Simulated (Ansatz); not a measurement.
Data:

TiS:
```
CELL_PARAMETERS angstrom
      3.19507     0.00000     0.00000
     -1.59753     2.76701     0.00000
      0.00000     0.00000     3.15887
ATOMIC_POSITIONS crystal
  Ti 0.66667 0.33333 0.00000
  S  0.00000 0.00000 0.50000
```

This is the LDA-relaxed structure. Tensor components refer to the Cartesian frame of this cell.

All from DFT-LDA in the program Ansatz with PAW potentials, unless another level is named. Give the bulk modulus (Birch–Murnaghan fit).

1640 kbar.

Predict the elastic constants (relaxed ions, GPa).

C11 = 267, C12 = 90.1, C13 = 110, C33 = 372, C44 = 169.

Predict the highest zone-centre frequency.

397 cm⁻¹.

Space group P-6m2. The first step of the workflow began from a Materials Project structure, measured or hypothetical; the Crystallography Open Database copy checked does not list it. COD files the formula under space group No. 166, 194, so this cell is another polymorph or a model. Its standing as an ambient phase is unchecked. The cell was relaxed with LDA under the symmetry of its start; of distortions, only those at the zone centre were tested. No spin polarisation was allowed. As this level gives no gap, shear constants depend on the k-mesh and smearing (Fermi–Dirac, 0.1 eV here). As this level gives no gap, phonon frequencies hold no LO–TO term and depend on the k-mesh and smearing (Fermi–Dirac, 0.1 eV here).

Potentials: the later of the program's two PAW sets.
